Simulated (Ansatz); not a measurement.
Ansatz (a program for electronic structure) input:

Ansatz 0.2 input:
```yaml
crystal:
  lattice:
    - [2.825183175, 1.6311202666, 4.5916780498]
    - [-2.825183175, 1.6311202666, 4.5916780498]
    - [0.0, -3.2622405332, 4.5916780498]
  atoms:
    - { symbol: La, position: [0.742120042, 0.742120042, 0.742120042] }
    - { symbol: La, position: [0.242120042, 0.242120042, 0.242120042] }
    - { symbol: Mo, position: [0.4896436943, 0.4896436943, 0.4896436943] }
    - { symbol: Mo, position: [0.9896436943, 0.9896436943, 0.9896436943] }
    - { symbol: N, position: [0.8155151297, 0.7079510109, 0.263087123] }
    - { symbol: N, position: [0.263087123, 0.8155151297, 0.7079510109] }
    - { symbol: N, position: [0.7079510109, 0.263087123, 0.8155151297] }
    - { symbol: N, position: [0.763087123, 0.2079510109, 0.3155151297] }
    - { symbol: N, position: [0.2079510109, 0.3155151297, 0.763087123] }
    - { symbol: N, position: [0.3155151297, 0.763087123, 0.2079510109] }
kpoints:
  mp_grid: { grid: [5, 5, 5] }
  band_path:
    path:
      - [[0.0, 0.0, 0.0], [0.5, 0.5, 0.5], [0.7492058592, 0.2507941408, 0.5]]  # Γ-T-H_2
      - [[0.5, -0.2507941408, 0.2507941408], [0.5, 0.0, 0.0], [0.0, 0.0, 0.0], [0.3753970704, -0.3753970704, 0.0]]  # H_0-L-Γ-S_0
      - [[0.6246029296, 0.0, 0.3753970704], [0.5, 0.0, 0.5], [0.0, 0.0, 0.0]]  # S_2-F-Γ
      - [VBM, CBM]
    npoints: 10
basis: { xc_grid: 2 }
hamiltonian:
  xc: pbesol
  pseudopotentials: { kind: paw }
magnetization: { noncollinear: true, spin_orbit: true }
scf:
  n_extra_bands: 20
  convergence: { dr2_threshold: 0.0000000001 }
  occupations: { method: gaussian, width: 0.01 }
checkpoint: { write: soc.run }
output: { eigenvalues: true }
```

Output (shortened):

```
Pseudopotential: La, paw_fr, valence charge 11
Pseudopotential: Mo, paw_fr, valence charge 14
Pseudopotential: N, paw_fr, valence charge 5
Functional definition: PBEsol
non-collinear run that drives no moment, with spin-orbit …
Crystal: 10 atoms, lattice volume = 126.957 Å³
Basis set: ecut = 420 eV, 2445 PW (Γ), exchange–correlation on 80×80×80 points (8 copies of the dense FFT grid, shifted against one another)
Bands: 100, of which v1, the nominal top of the filled ones, is band 80 counted from 1 (79 counted from 0)
Symmetry: 6 space group operations + 6 with time reversal
k-points: 19 of 125 (time reversal used)
Projection manifold: j_resolved (fully-relativistic pseudo-atomic orbitals)
SCF iter   1: F=—  HF=-24424.119693 eV  |F-HF|=—  |Δ(HF+E_count)|=         —  Δρ=1.58e-1  dr2=5.23e1  dr2_m=0.00e0 (ungated)  ethr=3.10e-3  |M|=0.00e0 ∫|m|=0.00e0 μB  |m|>n=0.0e0 m-floor=0.0e0 τ_xc=0.0e0  β_m=0.30  ⟨swp⟩=4.1  Hψ=8484  notcnv=0
preconditioner: auto → Resta (q_TF=auto, 2.526 Å⁻¹)
spin=Noncollinear: Resta preconditioning applied to the charge; magnetization (m_x, m_y, m_z) channels mix plain (no charge-response kernel on spin).
SCF iter   2: F=—  HF=-24413.873574 eV  |F-HF|=—  |Δ(HF+E_count)|=    1.02e1  Δρ=7.46e-2  dr2=1.22e1  dr2_m=0.00e0 (ungated)  ethr=3.10e-3  |M|=0.00e0 ∫|m|=0.00e0 μB  |m|>n=0.0e0 m-floor=0.0e0 τ_xc=0.0e0  β_m=0.41  ⟨swp⟩=4.9  Hψ=4760  notcnv=0  defer=262
SCF iter   3: F=—  HF=-24411.385523 eV  |F-HF|=—  |Δ(HF+E_count)|=    2.49e0  Δρ=2.90e-2  dr2=6.95e-1  dr2_m=0.00e0 (ungated)  ethr=3.10e-3  |M|=0.00e0 ∫|m|=0.00e0 μB  |m|>n=0.0e0 m-floor=0.0e0 τ_xc=0.0e0  β_m=0.53  ⟨swp⟩=5.9  Hψ=5147  notcnv=0  defer=284
SCF iter   4: F=—  HF=-24411.320162 eV  |F-HF|=—  |Δ(HF+E_count)|=   6.54e-2  Δρ=1.33e-2  dr2=2.83e-1  dr2_m=0.00e0 (ungated)  ethr=8.68e-4  |M|=0.00e0 ∫|m|=0.00e0 μB  |m|>n=0.0e0 m-floor=0.0e0 τ_xc=0.0e0  β_m=0.66  ⟨swp⟩=3.3  Hψ=3046  notcnv=0  defer=284
SCF iter   5: F=—  HF=-24411.280944 eV  |F-HF|=—  |Δ(HF+E_count)|=   3.92e-2  Δρ=4.45e-3  dr2=3.38e-2  dr2_m=0.00e0 (ungated)  ethr=3.54e-4  |M|=0.00e0 ∫|m|=0.00e0 μB  |m|>n=0.0e0 m-floor=0.0e0 τ_xc=0.0e0  β_m=0.64  ⟨swp⟩=3.4  Hψ=2795  notcnv=0  defer=284
SCF iter   6: F=—  HF=-24411.277093 eV  |F-HF|=—  |Δ(HF+E_count)|=   3.85e-3  Δρ=1.93e-3  dr2=7.09e-3  dr2_m=0.00e0 (ungated)  ethr=4.23e-5  |M|=0.00e0 ∫|m|=0.00e0 μB  |m|>n=0.0e0 m-floor=0.0e0 τ_xc=0.0e0  β_m=0.82  ⟨swp⟩=3.0  Hψ=2491  notcnv=0  defer=284
SCF iter   7: F=—  HF=-24411.276102 eV  |F-HF|=—  |Δ(HF+E_count)|=   9.90e-4  Δρ=3.74e-4  dr2=2.91e-4  dr2_m=0.00e0 (ungated)  ethr=8.86e-6  |M|=0.00e0 ∫|m|=0.00e0 μB  |m|>n=0.0e0 m-floor=0.0e0 τ_xc=0.0e0  β_m=0.90  ⟨swp⟩=3.2  Hψ=2465  notcnv=0  defer=284
SCF iter   8: F=—  HF=-24411.276076 eV  |F-HF|=—  |Δ(HF+E_count)|=   2.59e-5  Δρ=3.44e-5  dr2=1.47e-6  dr2_m=0.00e0 (ungated)  ethr=3.63e-7  |M|=0.00e0 ∫|m|=0.00e0 μB  |m|>n=0.0e0 m-floor=0.0e0 τ_xc=0.0e0  β_m=0.95  ⟨swp⟩=2.1  Hψ=2788  notcnv=0  defer=284
SCF iter  12: F=-24411.276293 eV  HF=-24411.276293 eV  |F-HF|=1.46e-11  |Δ(HF+E_count)|=  4.00e-11  Δρ=1.01e-7  dr2=1.47e-11  dr2_m=0.00e0 (ungated)  ethr=1.00e-12  |M|=0.00e0 ∫|m|=0.00e0 μB  |m|>n=0.0e0 m-floor=0.0e0 τ_xc=0.0e0  ⟨swp⟩=21.7  Hψ=12934  notcnv=0…
SCF 1 converged in 12 iterations: F = -24411.276293 eV  dr2 = 1.47e-11
NSCF: frozen V_eff on 32 k-points
NSCF: frozen V_eff on 32 k-points
NSCF: frozen V_eff on 32 k-points
NSCF: frozen V_eff on 32 k-points
NSCF: frozen V_eff on 32 k-points
NSCF: frozen V_eff on 10 k-points
NSCF: frozen V_eff on 16 k-points
NSCF: frozen V_eff on 32 k-points
NSCF: frozen V_eff on 5 k-points
NSCF: frozen V_eff on 19 k-points
NSCF: frozen V_eff on 10 k-points
NSCF: frozen V_eff on 18 k-points
NSCF: frozen V_eff on 22 k-points
NSCF: frozen V_eff on 20 k-points
NSCF: frozen V_eff on 22 k-points
NSCF: frozen V_eff on 8 k-points
NSCF: frozen V_eff on 6 k-points
NSCF: frozen V_eff on 8 k-points
NSCF: frozen V_eff on 4 k-points
NSCF: frozen V_eff on 84 k-points
SCF converged after 12 iterations
Magnetization: |M| = 0.0000 μB,  M = (+0.0000, +0.0000, +0.0000) μB
Absolute magnetization: 0.0000 μB (∫|m|)
  site 0: m = (+0.0000, +0.0000, +0.0000) μB, |m| = 0.0000 μB  (R = 1.05 Å)
  site 1: m = (+0.0000, +0.0000, +0.0000) μB, |m| = 0.0000 μB  (R = 1.05 Å)
  site 2: m = (+0.0000, +0.0000, +0.0000) μB, |m| = 0.0000 μB  (R = 0.77 Å)
  site 3: m = (+0.0000, +0.0000, +0.0000) μB, |m| = 0.0000 μB  (R = 0.77 Å)
  site 4: m = (+0.0000, +0.0000, +0.0000) μB, |m| = 0.0000 μB  (R = 0.77 Å)
  site 5: m = (+0.0000, +0.0000, +0.0000) μB, |m| = 0.0000 μB  (R = 0.77 Å)
  site 6: m = (+0.0000, +0.0000, +0.0000) μB, |m| = 0.0000 μB  (R = 0.77 Å)
  site 7: m = (+0.0000, +0.0000, +0.0000) μB, |m| = 0.0000 μB  (R = 0.77 Å)
  site 8: m = (+0.0000, +0.0000, +0.0000) μB, |m| = 0.0000 μB  (R = 0.77 Å)
  site 9: m = (+0.0000, +0.0000, +0.0000) μB, |m| = 0.0000 μB  (R = 0.77 Å)
Free energy (F): -24411.276293 eV
Harris-Foulkes:  -24411.276293 eV  (|F-HF|=1.46e-11)
Internal energy: -24411.276293 eV  (E = F + TS)
E sigma→0 (E₀):  -24411.276293 eV
Fermi energy:    14.327286 eV
--- Per-component energies (eV) ---
  E_band       = -136.343204
  E_kinetic    = 2043.735638
  E_local      = -3725.586059  (includes V_loc(G=0)·N_el)
  E_nonlocal   = 754.788861
  E_hartree    = 1266.340751
  E_xc         = -999.609670
  E_vxc        = -1208.725713  (∫ρ·V_xc dr)
  E_paw        = -17689.658189  (= ΣΔE_a)
  E_vpaw       = -533.238205  (= ΣTr[D̂ρ^β])
  E_aug_tail   = 0.000611  (compensation charges beyond the density's cutoff)
  E_ewald      = -6062.218408
  E_core_change = 0.930172  (= ΣΔE_core)
  E_smearing   =  0.000000  (= −TS)
  E_closure    = 0.000000  (closes the sum)
  Σ components = -24411.276293   (vs F -24411.276293, Δ=0.00e0)
  [band-id]    e_kinetic+e_local+e_nonlocal+2·e_hartree+e_vxc+e_vpaw+e_augmentation_tail = -136.343367   (vs E_band -136.343204, Δ=-1.63e-4)
--- Band table (eV; the first three rows and the last of 19) ---
  k-point 0: bands = ["-47.6172", "-47.6172", "-47.6148", "-47.6148", "-23.5533", "-23.5533", "-23.5275", "-23.5275", "-21.1188", "-21.1188", "-21.0799", "-21.0799", "-21.0534", "-21.0534", "-21.0152", "-21.0152", "-17.2251", "-17.2251", "-17.0898", …
  k-point 1: bands = ["-47.6169", "-47.6169", "-47.6150", "-47.6150", "-23.5511", "-23.5508", "-23.5303", "-23.5301", "-21.1154", "-21.1154", "-21.0844", "-21.0844", "-21.0503", "-21.0496", "-21.0194", "-21.0190", "-17.2090", "-17.2088", "-17.1019", …
  k-point 2: bands = ["-47.6163", "-47.6163", "-47.6156", "-47.6156", "-23.5449", "-23.5446", "-23.5370", "-23.5367", "-21.1065", "-21.1065", "-21.0949", "-21.0949", "-21.0413", "-21.0403", "-21.0296", "-21.0288", "-17.1719", "-17.1717", "-17.1325", …
  k-point 18: bands = ["-47.6160", "-47.6160", "-47.6159", "-47.6159", "-23.5418", "-23.5417", "-23.5401", "-23.5401", "-21.1027", "-21.1027", "-21.1000", "-21.1000", "-21.0359", "-21.0356", "-21.0335", "-21.0334", "-17.1554", "-17.1553", "-17.1465", …
```

Cost: roughly 12 core-minutes on shared cores.

Space group R3c. The workflow started from a Materials Project entry (that database holds measured and hypothetical structures alike); the Crystallography Open Database copy checked does not list it. Whether it is the stable phase at ambient conditions was not checked. The cell was relaxed with PBEsol under the symmetry of its start; phonons on a q-mesh show no instability. The run is not spin-polarised.

Potentials: the later of the program's two PAW sets.

Ansatz is a plane-wave DFT program.
